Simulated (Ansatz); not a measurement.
Given:

BaSn2:
```
CELL_PARAMETERS angstrom
      4.68109     0.00000     0.00000
     -2.34055     4.05395     0.00000
      0.00000     0.00000     5.42814
ATOMIC_POSITIONS crystal
  Ba 0.00000 0.00000 0.50000
  Sn 0.66667 0.33333 0.89498
  Sn 0.33333 0.66667 0.10502
```

This is the PBEsol-relaxed structure.

Q: All from plane-wave PAW PBEsol (Ansatz code), unless another level is named. Estimate the HSE06 gap on the PBEsol cell.

A: 0.31 eV (a hybrid on a coarse mesh can open a false gap in a semimetal).

Q: What about the formation energy from the elements (no fitted shifts)?

A: -0.63 eV/atom.

Space group P-3m1. The workflow started from an entry of the Crystallography Open Database (COD, 293 K). Its standing as an ambient phase is unchecked. The cell was relaxed with PBEsol under the symmetry of its start; its stability against distortions is not shown here. The references are the lowest solids computed at this level, not always the standard phases. Spin–orbit coupling is left out wherever it is not named.

Potentials: the later of the program's two PAW sets.
